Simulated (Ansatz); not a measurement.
ZnSe (zinc blende)

```xyz
2
Lattice="0.0000 2.8327 2.8327 2.8327 0.0000 2.8327 2.8327 2.8327 0.0000" Properties=species:S:1:pos:R:3 pbc="T T T"
Se     4.2491     4.2491     4.2491
Zn     0.0000     0.0000     0.0000
```

Scan: atom 1 (Se, nearest neighbour Zn at 2.453 Å; its periodic images, 4.0 Å or more away, move with it) is displaced along Cartesian x, direction (1.000, 0.000, 0.000) in Cartesian axes, by s. The other atoms stay.

All values below come from r2SCAN (plane waves to 500 eV, PAW, scalar-relativistic; Ansatz, a first-principles code). k mesh 8×8×8 (Γ-centred), Fermi-Dirac smearing 0.05 eV. The energy includes the smearing's −TS. ZnSe was relaxed with its symmetry unable to fall. ΔE is measured from the undisplaced structure.

| s (Å) | ΔE (meV/cell) |
|---|---|
| -0.490 | 617 |
| -0.392 | 405 |
| -0.294 | 232 |
| -0.196 | withheld |
| -0.098 | 26 |
| 0.000 | 0 |
| 0.098 | 26 |
| 0.196 | withheld |
| 0.294 | 232 |
| 0.392 | 405 |
| 0.490 | 617 |

Q: Fit an even polynomial form (powers 2, 4) to the given rows and predict ΔE at s = 0.196.

A: Least squares on the 9 given rows: ΔE = (2750)·s² + (-749.0)·s⁴, in meV/cell with s in Å; root-mean-square residual 0.2 meV/cell. At 0.196 the fit gives 105 meV/cell; the calculation gives 104 meV/cell, so the interpolation is off by 1 (+1.0 %). The quadratic term alone would give 106 meV/cell.

(A displaced cell: forces are minus the slopes of the energy, force constants its curvatures, and phonons follow from these.)
